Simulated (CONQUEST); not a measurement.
Worked example: self-consistent single point of AlN (P6_3mc, 8 atoms in the cell; from Materials Project mp-661) in CONQUEST.

Method: CONQUEST with LDA (PW92), numerical atomic orbitals double-zeta with polarisation (the shipped basis), PseudoDojo norm-conserving potentials made for LDA.

```
AlN
1.0
    3.12859     0.00000     0.00000
    0.00000     5.41888     0.00000
    0.00000     0.00000     5.01696
Al N
4 4
Direct
  0.50000   0.16667   0.49929
  0.00000   0.33333   0.99929
  0.00000   0.66667   0.49929
  0.50000   0.83333   0.99929
  0.50000   0.16667   0.88071
  0.00000   0.33333   0.38071
  0.00000   0.66667   0.88071
  0.50000   0.83333   0.38071
```

Reference input (self-consistent single point, DFT, PBE, numerical atomic orbitals double-zeta with polarisation (the shipped basis), PseudoDojo norm-conserving potentials made for PBE): basis = DZP; Diag.MPMeshX, Y, Z = 6 3 4; potentials = PseudoDojo norm-conserving PBE; Grid.GridCutoff = 175 Ha; DM.SolutionMethod = diagon; Diag.kT = 0.001837 Ha; Diag.GammaCentred = true; minE.SCTolerance = 1.0e-07; SC.MaxIters = 100; SC.LinearMixingFactor = 0.5; AtomMove.TypeOfRun = static. This run's input differs from it in these lines:

```diff
@@ -1,2 +1,2 @@
-# files in the folder: Al.ion N.ion (PseudoDojo PBE potentials, DZP orbitals)
+# files in the folder: Al.ion N.ion (PseudoDojo LDA potentials, DZP orbitals)
 # file: Conquest_input
```

Output, abridged:

```
    new_SC_potl: Starting.  Tolerance:  0.10000E-06

    PulayMixSC: Starting Pulay mixing, A_up =  0.500 A_dn =  0.500
    PulayMixSC: Spin non-polarised calculation.
          Harris-Foulkes Energy            :     -1404.572653378892710 eV
          (TS=0 as O(N) or entropic contribution is negligible)
          DFT Total Energy                 :     -1383.008955014716548 eV
          Total number of electrons        :        31.999999999999776
    PulayMixSC: Pulay iteration     1 residual:              0.12910E-01
          Harris-Foulkes Energy            :     -1397.497567896253258 eV
   [... lines left out ...]
          (TS=0 as O(N) or entropic contribution is negligible)
          DFT Total Energy                 :     -1396.347093067155129 eV
          Total number of electrons        :        32.000040129240759
    PulayMixSC: Pulay iteration     7 residual:              0.25407E-06
          Harris-Foulkes Energy            :     -1396.347093071504787 eV
          (TS=0 as O(N) or entropic contribution is negligible)
          DFT Total Energy                 :     -1396.347093071496829 eV
          Total number of electrons        :        32.000040127451776
    PulayMixSC: Pulay iteration     8 residual:              0.88100E-08
    PulayMixSC: Reached SCF tolerance of  0.88100E-08 after      8 iterations
      | Number of electrons      =        32.000040
      |* band energy as 2Tr[K.H] =      -449.622185036769338 eV
      |  screened ion-ion energy =      -919.186755848172766 eV
      |  Ha correction           =       -66.588885318507792 eV
      |  XC correction           =        39.050724830318089 eV
      |* Harris-Foulkes energy   =     -1396.347093071504787 eV
      |* DFT total energy        =     -1396.347093071496829 eV
      |  estimated accuracy      =        -0.000000000007927 eV

    force: Forces on atoms (eV/a0)
    force:  Atom   X              Y              Z
    force:     1   0.0000000000  -0.0002750249  -0.0124185633
    force:     2  -0.0000000000   0.0002750249  -0.0124185633
   [... lines left out ...]
    force: Maximum force :        0.01241856(eV/a0) on atom         3 in z direction
   [... lines left out ...]
    force: Force Residual:        0.01102623 eV/a0
    force: Total stress:          5.72816225     0.00000000     0.00000000 GPa
                             0.00000000     6.11228743     0.00000000
                             0.00000000     0.00000000     5.83445135
    force: Average pressure:     -5.89163368 GPa

    force: Finished force
    get_E_and_F: Change in energy during last step of electronic optimisation:  0.10728E-09
```

The run converged in 8 iterations. CONQUEST prints the stress tensor with tension positive. Against the reference run the pressure goes from 2.91 to -5.89 GPa.

The program uses no crystal symmetry, so grid and mesh can part values that symmetry would make equal. The atom-centred basis is finite, which shifts total energies and pressures against plane waves. The structure comes from a collection of computed structures, made at another level of theory; the collection holds predicted forms beside known ones.

Cost on one core: about 80 core-seconds (a rough figure).
